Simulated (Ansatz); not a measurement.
Data:

Ni₃Ge:
```cif
data_GeNi3
_chemical_formula_sum 'Ni3 Ge1'
_space_group_name_H-M_alt 'P 1'
_space_group_IT_number 1
_cell_length_a 3.53266
_cell_length_b 3.53266
_cell_length_c 3.53266
_cell_angle_alpha 90.000
_cell_angle_beta 90.000
_cell_angle_gamma 90.000
loop_
_space_group_symop_operation_xyz
  'x, y, z'
loop_
_atom_site_label
_atom_site_type_symbol
_atom_site_fract_x
_atom_site_fract_y
_atom_site_fract_z
_atom_site_occupancy
Ni1 Ni 0.50000 0.00000 0.50000 1
Ni2 Ni 0.00000 0.50000 0.50000 1
Ni3 Ni 0.50000 0.50000 0.00000 1
Ge1 Ge 0.00000 0.00000 0.00000 1
```

This is the r²SCAN-relaxed structure.

Question: All from the program Ansatz at the r²SCAN level (PAW), unless another level is named. Predict the electronic character.

Answer: metallic (no gap).

Question: Predict the formation energy from the elements (no fitted shifts).

Answer: -0.25 eV/atom.

Question: Next, the density of states at the Fermi level?

Answer: 0.56 states/eV per atom (mean over ±0.08 eV).

Question: Give the Z2 indices of the occupied bands with spin–orbit coupling.

Answer: 0;(111).

Question: And the gap with spin–orbit coupling?

Answer: none (metallic).

Space group Pm-3m (Cu3Au type). The workflow started from a Materials Project entry (that database holds measured and hypothetical structures alike); the Crystallography Open Database copy checked does not list it. Its standing as an ambient phase is unchecked. The cell was relaxed with r²SCAN under the symmetry of its start; of distortions, only those at the zone centre were tested. No spin polarisation was allowed. The references are the lowest solids computed at this level, not always the standard phases. Spin–orbit coupling is left out wherever it is not named.

Potentials: the later of the program's two PAW sets.
